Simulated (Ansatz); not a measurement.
Space group P4/nmm:1 (No. 129). a = 3.746 Å, b = 3.746 Å, c = 5.849 Å, α = 90.00°, β = 90.00°, γ = 90.00°
```
atom site symmetry x y z
  Cu    2a      -4m2  0.0000  0.0000  0.0000
  Cu    2c       4mm  0.0000  0.5000  0.2980
  As    2c       4mm  0.0000  0.5000  0.7093
```

Equation of state of this Cu$_{2}$As structure (not necessarily the ground state), with shape and atoms relaxed at each volume where symmetry leaves them free. It has no gap at any of these volumes. These are results of DFT PBEsol, scalar-relativistic, plane waves, PAW (Ansatz 0.2.0), not measurements.

Settings: cutoff 420 eV, Γ-centred mesh 10×10×6 on the computed 6-atom cell, Gaussian smearing of 0.10 eV; no spin polarisation.

```tsv
V (Å³/atom)	E − E(largest V) (meV/atom)	P (GPa)
12.857	4.92	9.16
13.267	-11.97	4.20
13.677	-17.20	0.03
14.088	-12.66	-3.43
14.498	0.00	-6.32
```

Problem. Fit a third-order Birch–Murnaghan equation to E(V).

Solution. V0 = 13.68 Å³/atom, B0 = 126 GPa, B0' = 5.0.